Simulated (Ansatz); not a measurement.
TaS2:
```yaml
crystal:
  lattice:
    - [3.27013, 0.00000, 0.00000]
    - [-1.63507, 2.83202, 0.00000]
    - [0.00000, 0.00000, 11.55244]
  atoms:
    - { symbol: Ta, position: [0.00000, 0.00000, 0.25000] }
    - { symbol: Ta, position: [0.00000, 0.00000, 0.75000] }
    - { symbol: S, position: [0.33333, 0.66667, 0.11570] }
    - { symbol: S, position: [0.66667, 0.33333, 0.88430] }
    - { symbol: S, position: [0.66667, 0.33333, 0.61570] }
    - { symbol: S, position: [0.33333, 0.66667, 0.38430] }
```

Relaxed with LDA. Special points in fractions of this cell's reciprocal vectors: Γ (0.000, 0.000, 0.000); M (0.500, 0.000, 0.000); K (0.333, 0.333, 0.000); A (0.000, 0.000, 0.500); L (0.500, 0.000, 0.500); H (0.333, 0.333, 0.500).

Problem. List the band energies nearest the Fermi level at these points for plane-wave PAW LDA (Ansatz code).

Solution. In eV from the Fermi level; about four levels below and three above (degenerate sets whole), none deeper than 8.9 eV; points with the same levels are listed once.

```tsv
k	below	above
Γ	-1.32 -1.32 -1.26 -1.26	0.18 0.47 1.84
M	-1.00 -0.73 -0.56 -0.12	3.79 3.84 3.89
K	-3.30 -3.30 -2.42 -2.00 -2.00	0.70 0.70 2.47
A	-1.29 -1.29 -1.29 -1.29	1.51 1.51 3.21 3.21 3.21 3.21
L	-1.22 -1.22 -0.18 -0.18	3.83 3.83 3.98 3.98
H	-2.84 -2.84 -1.90 -1.90	0.76 0.76 2.50 2.50
```

Space group P6_3/mmc. The workflow started from a Materials Project entry (that database holds measured and hypothetical structures alike); the Crystallography Open Database files this formula in space group No. 194, but the cells were not matched. It is not the phase usual at ambient conditions (space group No. 164). Symmetry was held in the LDA relaxation; whether a distortion lowers the energy is not shown. The run is not spin-polarised. A crystal of weakly bound layers computed without a dispersion correction: the cell and the soft elastic constants depend strongly on that. Scalar-relativistic: spin–orbit coupling is off unless named, which matters more the heavier the elements.

Potentials: the later of the program's two PAW sets.
